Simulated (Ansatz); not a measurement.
Given:

Relaxed CdSe (zinc blende):

```
CdSe
1.0
    0.00000     3.09814     3.09814
    3.09814     0.00000     3.09814
    3.09814     3.09814     0.00000
Se Cd
1 1
Cartesian
  4.64720   4.64720   4.64720
  0.00000   0.00000   0.00000
```

Scan: atom 2 (Cd, nearest neighbour Se at 2.683 Å; its periodic images, 4.4 Å or more away, move with it) is displaced towards the nearest neighbour, direction (-0.577, -0.577, -0.577) in Cartesian axes, by s. The other atoms stay.

The numbers are results of PBE (plane waves to 420 eV, PAW, scalar-relativistic; Ansatz, a first-principles code), not measurements. k mesh 8×8×8 (Γ-centred), Fermi-Dirac smearing 0.05 eV. The energy includes the smearing's −TS. CdSe was relaxed with its symmetry unable to fall. The zero of ΔE is the undisplaced structure.

The scan covers s from -0.540 to 0.540 Å in 11 points.

Is the energy the same for displacements of ±0.540 Å, and if not, which side lies higher?

Not even: the positive side lies higher at ±0.540 Å. With its periodic images moving along, the atom's site symmetry in this cell is -43m.

What force acts on the atom along the line at s = -0.540 Å?

0.655 eV/Å.

What is the energy change at s = 0.540 Å?

1335 meV/cell.

What is the force constant k = d²E/ds² of this move at s = 0?

4.06 eV/Å².

With two atoms in the cell this is the zone-centre optical mode. What wavenumber follows (transverse: no LO-TO term)?

154 cm⁻¹.

(A displaced cell: forces are minus the slopes of the energy, force constants its curvatures, and phonons follow from these.)
